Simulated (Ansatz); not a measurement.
Relaxed CdTe (zinc blende):

```xyz
2
Lattice="0.0000 3.2788 3.2788 3.2788 0.0000 3.2788 3.2788 3.2788 0.0000" Properties=species:S:1:pos:R:3 pbc="T T T"
Te     4.9182     4.9182     4.9182
Cd     0.0000     0.0000     0.0000
```

In this cell atom 1 (Te, nearest neighbour Cd at 2.840 Å; its periodic images, 4.6 Å or more away, move with it) is moved by s along Cartesian z, unit vector (0.000, 0.000, 1.000); all other atoms and the cell stay fixed.

Level of theory: r2SCAN (plane waves to 500 eV, PAW, scalar-relativistic; Ansatz, a quantum-chemistry and plane-wave program). k mesh 7×7×7 (Γ-centred), Fermi-Dirac smearing 0.05 eV. E stands for the smeared free energy. CdTe was relaxed with its symmetry unable to fall. Spin-orbit coupling is left out, though Te is heavy. ΔE is measured from the undisplaced structure.

**Question.** Predict the ΔE (meV/cell) at s (Å) = -0.280, -0.168, -0.112, -0.056, 0.112, 0.168, 0.224, 0.280.

**Answer.** 
```tsv
s (Å)	ΔE (meV/cell)
-0.280	157.0
-0.168	57.1
-0.112	25.5
-0.056	6.4
0.112	25.5
0.168	57.1
0.224	101.1
0.280	157.0
```

(For displaced atoms, the force is minus the slope of the energy, and its curvature is a force constant, which sets phonon frequencies.)
